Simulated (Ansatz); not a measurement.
Values for one crystal, relaxed and computed with r²SCAN in the plane-wave PAW code Ansatz; other levels are named.

```yaml
volume_per_atom: 16.24 Å³
electronic_character: metallic (no gap)
Formation energy from the elements (no fitted shifts): -1.20 eV/atom
Bulk modulus (Birch–Murnaghan fit): 163 GPa
Density of states at the Fermi level: 0.45 states/eV per atom (mean over ±0.08 eV)
Pressure derivative B′: 5.0
```

Task: Which of these materials gives this?
A) CeCoSi, P4/nmm (Ce on 2c, Co on 2a, Si on 2c)
B) ScCo2Si2, I4/mmm (Sc on 2a, Co on 4d, Si on 4e)
C) YSi2Rh2, I4/mmm (Rh on 4d, Y on 2a, Si on 4e)
D) SiNi2, P6_3/mmc (Si on 2d, Ni on 2c, Ni on 2a)

Result: C, YSi2Rh2, I4/mmm (Rh on 4d, Y on 2a, Si on 4e)

The workflow started from an entry of the Crystallography Open Database (COD). Its standing as an ambient phase is unchecked. Symmetry was held in the r²SCAN relaxation; whether a distortion lowers the energy is not shown. No spin polarisation was allowed. The references are the lowest solids computed at this level, not always the standard phases. Spin–orbit coupling is left out wherever it is not named.

Potentials: the later of the program's two PAW sets.
